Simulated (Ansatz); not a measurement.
Below is a relaxed structure of NbTe8Mo3. The cell was found from a structure generator's guess, not taken from experiment.

All numbers below come from DFT PBE, scalar-relativistic, plane waves, PAW (Ansatz 0.2.0). Cutoff 420 eV, Γ-centred mesh, Gaussian smearing, no spin polarisation.

```xyz
12
Lattice="7.1112 0.0000 0.0000 -3.5556 6.1585 0.0000 0.0000 0.0000 7.9732" Properties=species:S:1:pos:R:3 pbc="T T T"
Nb    0.0000    0.0000    0.0000
Te    0.0000    4.1056    6.1533
Te    1.8001    1.0393    6.1123
Te    3.5556    4.0799    6.1123
Te    5.3111    1.0393    6.1123
Te   -1.7555    5.1192    1.8610
Te    0.0000    2.0786    1.8610
Te    1.7555    5.1192    1.8610
Te    3.5556    2.0528    1.8199
Mo   -1.7778    3.0792    0.0000
Mo    1.7778    3.0792    0.0000
Mo    3.5556    0.0000    0.0000
```

Energies over the elements count from the elements' standard structures at the same level, with no fitted energy shifts.

Q: What space group does it have?

A: P-3m1 (No. 164). Conventional cell: a = 7.111 Å, c = 7.973 Å. Around Nb lie 6 Te at 2.79 Å; Te on a site of symmetry 3m has 3 Mo at 2.74 Å; Te on a site of symmetry m is surrounded by 2 Mo at 2.76 Å and 1 Nb at 2.79 Å; Mo has 6 Te at 2.74–2.76 Å.

Q: What is its formation energy per atom?

A: −0.19 eV/atom. Whether it is stable depends on the other phases of the system, which aren't compared here.

Q: Is it a metal?

A: Yes, bands cross the Fermi level on the 6×6×6 mesh.

The last run used a 6×6×6 mesh for its 12-atom cell and Gaussian smearing of 0.10 eV. No dispersion correction is applied, so the spacing and binding between layers, chains or molecules are poorly described. These runs have no spin–orbit coupling, which can matter for Te. The reference form of Te is held partly by dispersion forces, which this level lacks. A structure relaxed within its symmetry needn't be a true minimum.
